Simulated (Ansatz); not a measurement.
# Compressing Sc$_{6}$RuTe$_{2}$: a fit and a missing row

Sc$_{6}$RuTe$_{2}$, P-62m, a = 7.664 Å, c = 3.767 Å. The structure is a Materials Project entry; whether it is the stable form wasn't checked. Ansatz: PBEsol, PAW, 420 eV, Γ-centred 6×6×10 mesh on 9 atoms, Gaussian smearing 0.10 eV; no spin polarisation. Shape and atoms are relaxed at each volume; pressure is positive in compression.

```
V (Å³/atom) P (GPa)
     18.736        ?
     19.375     9.17
     20.013     5.62
     20.652     2.59
     21.291     0.01
     21.929    -2.18
     22.568    -4.03
     23.420    -6.04
```

Problem. Take V0 = 21.291 Å³/atom, count pressures from its P0 = 0.01 GPa, fit the third-order Birch–Murnaghan form to the other rows, and predict the missing pressure.

Solution. With the Eulerian strain f = ½[(V0/V)^(2/3) − 1] and y = (P − P0)/[3f(1 + 2f)^(5/2)], the form is the line y = B0 + 1.5 B0 (B0′ − 4) f. Rows (f, y): 0.03244, 80.4; 0.02107, 80.1; 0.01026, 79.7; -0.00975, 78.7; -0.01904, 77.9; -0.03078, 76.8. Means f = 0.0007000, y = 78.933; Σ(Δf)² = 0.003004, ΣΔfΔy = 0.1676; the slope is their ratio. y = 78.89 + 55.81 f GPa, so B0 = 78.9 GPa and B0′ = 4 + 2 × (55.81)/(3 × 78.89) = 4.47. At V = 18.736, f = 0.04448, y = 81.37 and P = 13.45 GPa. The run gave 13.36 GPa, so the fit is 0.09 GPa too high, a small miss on the scale of the series.